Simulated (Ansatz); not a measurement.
Crystals of one structure type (wurtzite) and one family of elements, relaxed and computed with PBEsol (plane waves, PAW; program Ansatz).

```
crystal  V (Å³/atom)  K_Hill (GPa)
-------  -----------  ------------
BN              5.87           385
AlN            10.46           201
GaN            11.37           188
BP             11.54           170
BAs            13.53             ?
GaAs           22.64          69.2
```

Fit a straight line to ln K against ln V and predict the withheld value.

Least squares on the 5 shown rows: ln K = -1.28 × ln V + (8.274), with a scatter of 5.0 %. For BAs this gives 140. The run itself gave 141, a miss of 0.7 % of that.

Not the usual ambient phase: BP, wurtzite; BAs, wurtzite; GaAs, wurtzite. All cells were relaxed under the symmetry of their starts (and spin orders); stability against distortions was not tested throughout. Spin–orbit coupling is left out wherever it is not named.

Potentials: the earlier of the program's two PAW sets. The files were generated under PBE; for other functionals the program regenerates the frozen cores, and for LDA and PBEsol the local potential too.
